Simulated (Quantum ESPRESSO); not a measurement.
# Nb4Sc4: one composition in several site orders

Simulated, not a measurement. The program is pw.x of Quantum ESPRESSO 7.5 (plane-wave density functional theory). The cell is made up: eight metal atoms on a body-centred cubic lattice, with elements, volume, strain and displacements drawn at random and not relaxed, so it may be unstable or far from any real phase. PseudoDojo standard norm-conserving files set the functional (PBE unless stated); there is no spin polarisation or spin-orbit coupling, the Fermi-Dirac width of 0.25 eV means electrons at about 2900 K, and the masses in the input are unused placeholders. A spin test at this wide smearing found no moment, but such smearing suppresses magnetism that the real alloy may have.

The runs put one composition on the sites in different orders. Cell, positions, cutoff, mesh and smearing stay as in the input of run 1; sites are counted in its order. Stress in the tables is positive in tension.

Input of run 1:

```
&control calculation='scf', pseudo_dir='./dojo.nc.sr.pbe.v0_5.standard.upf', outdir='./o', disk_io='medium', tprnfor=.true., tstress=.true. /
&system ibrav=0, nat=8, ntyp=2, nbnd=66, ecutwfc=82.02448710, nosym=.true., tot_charge=0,
 occupations='smearing', smearing='fd', degauss=0.0183746611
/
&electrons conv_thr=1.470e-08, electron_maxstep=70, mixing_beta=0.5 /
ATOMIC_SPECIES
Nb 1.0 Nb.upf
Sc 1.0 Sc.upf
CELL_PARAMETERS angstrom
3.5591 3.5045 -0.0131
-3.4906 3.436 -0.043
-0.0043 -3.5264 7.1939
ATOMIC_POSITIONS angstrom
Nb 0.0215 0.0009 0.0525
Nb -1.7681 1.7895 1.833
Nb -0.0622 0.0315 3.531
Sc -1.7371 1.6696 5.2938
Sc 0.1537 3.3982 0.0307
Sc 1.7796 1.7138 1.7598
Sc 0.0268 3.4852 3.5456
Nb 1.782 1.7896 5.406
K_POINTS automatic
5 5 3 1 1 1
```

| run | elements on sites 1 to 8 | free energy less that of run 1 (eV) | -TS (eV) | pressure (GPa) | stress xx (GPa) | stress yy (GPa) | stress zz (GPa) | stress yz (GPa) | stress xz (GPa) | stress xy (GPa) | iterations |
| --- | --- | --- | --- | --- | --- | --- | --- | --- | --- | --- | --- |
| 1 | Nb Nb Nb Sc Sc Sc Sc Nb | 0.000 | -2.620 | -5.42 | 5.70 | 5.34 | 5.22 | -0.65 | -0.05 | -0.72 | 21 |
| 2 | Sc Nb Nb Sc Nb Nb Sc Sc | 0.028 | -2.680 | -5.17 | 5.01 | 4.71 | 5.78 | -0.78 | 0.38 | 0.31 | 21 |
| 3 | Nb Sc Nb Sc Sc Nb Nb Sc | 0.317 | -2.792 | -5.06 | 5.11 | 4.88 | 5.21 | -0.66 | 0.55 | 1.36 | 22 |
| 4 | Sc Sc Nb Sc Sc Nb Nb Nb | 0.347 | -2.784 | -5.06 | 4.72 | 4.53 | 5.92 | -0.81 | 0.33 | 0.65 | 21 |

Forces Fx Fy Fz (eV/Å):

```
site              run 1             run 2             run 3             run 4
   1   -0.13 0.04 -0.20   -0.46 0.25 0.94   -0.32 0.25 0.69  -0.31 0.13 -0.24
   2  -0.05 -0.09 -0.29  0.11 -0.24 -0.11   0.07 -0.12 0.19   0.08 -0.10 0.49
   3    0.22 -0.14 0.06  0.23 -0.14 -1.41  0.13 -0.12 -0.74   0.15 -0.18 0.15
   4    0.21 -0.08 0.08    0.12 0.12 0.31   0.16 0.00 -0.14  0.16 -0.05 -0.44
   5   -0.45 0.49 -0.48   -0.35 0.33 1.43   -0.33 0.35 0.33  -0.49 0.48 -0.16
   6    0.20 -0.15 0.43    0.10 0.08 0.06   0.11 -0.03 0.99   0.20 -0.06 1.90
   7    0.03 -0.03 0.35  0.05 -0.07 -1.07  0.13 -0.10 -0.53   0.02 -0.02 0.09
   8   -0.04 -0.03 0.07  0.19 -0.34 -0.14  0.05 -0.23 -0.78  0.19 -0.20 -1.80
```

The sites are displaced and not relaxed, so the energy differences mix bonding between neighbours with strain and are not ordering energies. A rerun of one cell of this series at a higher cutoff and on a denser mesh moved values by no more than 0.002 eV in energy, 0.02 GPa in stress and 0.004 eV/Å in force, and a second program with other atomic files agreed on that cell to 2 % rms in force and 0.5 GPa in pressure.